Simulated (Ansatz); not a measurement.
Calculated coordination and ³³S quadrupole coupling for MgTiInS4

Cell: a computed structure from the Materials Project (it need not be an observed phase).

Space group Imma (No. 74); a = 7.3642, b = 7.6226, c = 10.8066 Å.

| site | Wyckoff | site symmetry | x | y | z |
| --- | --- | --- | --- | --- | --- |
| Mg | 4e | mm2 | 0.5000 | 0.7500 | 0.8736 |
| Ti | 4d | .2/m. | 0.2500 | 0.7500 | 0.2500 |
| In | 4a | 2/m.. | 0.0000 | 0.5000 | 0.0000 |
| S7 | 8h | m.. | 0.0000 | 0.9765 | 0.2480 |
| S8 | 8i | .m. | 0.2440 | 0.2500 | 0.9803 |

One atom of each set is listed; the run and its k-mesh use a cell of 14 atoms with edges of 7.57, 7.57, 7.57 Å.

Level of theory: DFT, PBE, plane waves and PAW, scalar-relativistic, collinear spin, 420 eV cutoff, Γ-centred 6×6×6 k-points, Fermi–Dirac smearing 0.05 eV (Ansatz 0.2.0). Start moments as typed (μB): 1 on each Ti, none on the rest.

Q(³³S) = -69.40 mb.

(1) Order the S environments from the weakest to the strongest quadrupole coupling.
A. S7: 1 Mg at 2.49 Å, 2 Ti at 2.52 Å, 1 In at 2.69 Å
B. S8: 1 Mg at 2.46 Å, 1 Ti at 2.49 Å, 2 In at 2.63 Å

## Answers

(1) A (3.08 MHz, η = 0.58), B (4.28 MHz, η = 0.66).

With no gap above 0.1 eV, as in a metal, the gradients converge slowly in k; expect changes of a tenth or more on a denser mesh. Without spin–orbit coupling (the program notes it for In) the gradients can shift somewhat, as the gap is small. Semilocal functionals can leave a metal where correlation in the d or f shell opens a gap in the real compound, and that would change the values at and beside Ti. All moments are parallel here, as the start or the cell imposes; many such compounds order antiparallel, where fields and spin densities carried over to other atoms largely cancel. The magnetic order is the one that the run reached from its start moments, not necessarily the measured one (the real compound may not order at all).
